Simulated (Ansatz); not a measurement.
As:
```cif
data_As4
_chemical_formula_sum 'As4'
_space_group_name_H-M_alt 'P 1'
_space_group_IT_number 1
_cell_length_a 5.97844
_cell_length_b 5.97844
_cell_length_c 5.97844
_cell_angle_alpha 109.471
_cell_angle_beta 109.471
_cell_angle_gamma 109.471
loop_
_space_group_symop_operation_xyz
  'x, y, z'
loop_
_atom_site_label
_atom_site_type_symbol
_atom_site_fract_x
_atom_site_fract_y
_atom_site_fract_z
_atom_site_occupancy
As1 As 0.00000 0.25000 0.50000 1
As2 As 0.25000 0.50000 0.00000 1
As3 As 0.50000 0.00000 0.25000 1
As4 As 0.25000 0.25000 0.25000 1
```

Relaxed with r²SCAN.

**Question.** Tabulate the valence density and the electron localisation function along the shortest As–As contact (2.44 Å), r²SCAN (plane waves, PAW; program Ansatz).

**Answer.** 

| distance from As (Å) | density (e/Å³) | ELF |
|---|---|---|
| 0.24 | 22.09 | 0.19 |
| 0.37 | 13.14 | 0.23 |
| 0.49 | 6.57 | 0.35 |
| 0.61 | 2.96 | 0.50 |
| 0.73 | 1.40 | 0.59 |
| 0.85 | 0.82 | 0.63 |
| 0.98 | 0.63 | 0.64 |
| 1.10 | 0.56 | 0.65 |
| 1.22 | 0.53 | 0.66 |
| 1.34 | 0.56 | 0.65 |
| 1.46 | 0.63 | 0.64 |
| 1.59 | 0.82 | 0.63 |
| 1.71 | 1.40 | 0.59 |
| 1.83 | 2.97 | 0.50 |
| 1.95 | 6.58 | 0.35 |
| 2.07 | 13.15 | 0.23 |
| 2.20 | 22.10 | 0.19 |

The density is the valence pseudo-density with augmentation charge, so density and ELF within about 1 Å of a nucleus are not all-electron values.

Space group I4_132. The start of the workflow was typed in or built on a structure type; neither database checked (COD, Materials Project) lists it. It is not the phase usual at ambient conditions (space group No. 166). Symmetry was held in the r²SCAN relaxation. At this level the phase is mechanically unstable. The volume moved by 53 % from the start of the relaxation.

Potentials: the later of the program's two PAW sets.
